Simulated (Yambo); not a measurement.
G0W0@PBEsol for Y₂CN₂O₂ (space group P-3m1, No. 164) in Yambo. Reference settings: 3×3×1 Γ-centred k mesh, 146 bands and a 7 Ry block in the screening, 146 bands in G with the Bruneval-Gonze terminator, plasmon pole fitted at 27.2 eV. The PBEsol gap Γ → Γ on this mesh is 3.91 eV; G0W0 gaps are taken between the same points.

```tsv
change from the reference	G0W0 gap Γ → Γ (eV)	shift of the valence edge (eV)
reference settings	5.17	-0.70
wavefunctions cut at 20 Ry	5.12	-0.66
41 bands in W, 41 bands in G, no terminator	5.46	0.05
41 bands in W, 41 bands in G	5.61	-0.38
60 bands in W, 60 bands in G, no terminator	5.09	-0.06
85 bands in W, 85 bands in G, 3 Ry block, no terminator	…	-0.23
85 bands in W, 85 bands in G, 3 Ry block	4.92	-0.40
41 bands in W, 41 bands in G, 4 Ry block	…	-0.34
```

Problem. Estimate the withheld gaps from the other rows; the computed values follow.

Solution. 
- 85 bands in W, 85 bands in G, 3 Ry block, no terminator, G0W0 gap Γ → Γ (eV): 4.87
- 41 bands in W, 41 bands in G, 4 Ry block, G0W0 gap Γ → Γ (eV): 5.53

The reference isn't shown to be the converged limit.

Geometry of the Materials Project entry, not relaxed at this level; primitive cell a = b = 3.699 Å, c = 8.169 Å, α = β = 90.00°, γ = 120.00°.

The structure is a Materials Project entry; no match was found in the copy of COD used, and its stability was not checked.

A shift is the quasiparticle energy of the state minus its PBEsol energy.
